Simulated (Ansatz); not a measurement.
TaAlB:
```xyz
6
Lattice="1.6526 -7.2756 0.0000 1.6526 7.2756 0.0000 0.0000 0.0000 3.0846" Properties=species:S:1:pos:R:3 pbc="T T T"
Al     1.6526    -2.9193     0.7712
Al     1.6526     2.9193     2.3135
B      1.6526     0.4535     2.3135
B      1.6526    -0.4535     0.7712
Ta     1.6526     5.9858     2.3135
Ta     1.6526    -5.9858     0.7712
```

Relaxed with PBEsol. Special points in fractions of this cell's reciprocal vectors: Γ (0.000, 0.000, 0.000); Y (-0.500, 0.500, 0.000); C0 (-0.263, 0.737, 0.000); Σ0 (0.263, 0.263, 0.000); Z (0.000, 0.000, 0.500); A0 (0.263, 0.263, 0.500); E0 (-0.263, 0.737, 0.500); T (-0.500, 0.500, 0.500); S (0.000, 0.500, 0.000); R (0.000, 0.500, 0.500).

### Question
List the band energies nearest the Fermi level at these points for PBEsol in the plane-wave PAW code Ansatz.

### Answer
In eV from the Fermi level; about four levels below and three above (degenerate sets whole), none deeper than 8.9 eV; points with the same levels are listed once.

```
k                     below                above
--  -----------------------  -------------------
Γ   -3.44 -3.16 -2.72 -2.38       0.41 1.64 2.29
Y   -3.43 -2.92 -2.84 -1.55       1.29 1.45 2.09
C0  -4.16 -3.02 -1.70 -0.49       0.05 0.73 1.94
Z   -3.12 -3.12 -2.42 -2.42  1.18 1.18 1.38 1.38
A0  -1.56 -1.56 -1.01 -1.01  3.36 3.36 3.46 3.46
T   -3.10 -3.10 -2.90 -2.90  1.16 1.16 1.34 1.34
S   -4.17 -3.20 -1.61 -0.48       0.04 0.73 1.78
R   -1.55 -1.55 -0.96 -0.96  3.31 3.31 3.40 3.40
```

Space group Cmcm. The start of the workflow was typed in or built on a structure type; neither database checked (COD, Materials Project) lists it. Its standing as an ambient phase is unchecked. The cell was relaxed with PBEsol under the symmetry of its start; whether a distortion lowers the energy is not shown. No spin polarisation was allowed. Spin–orbit coupling is left out wherever it is not named.

Potentials: the earlier of the program's two PAW sets. The files were generated under PBE; for other functionals the program regenerates the frozen cores, and for LDA and PBEsol the local potential too.
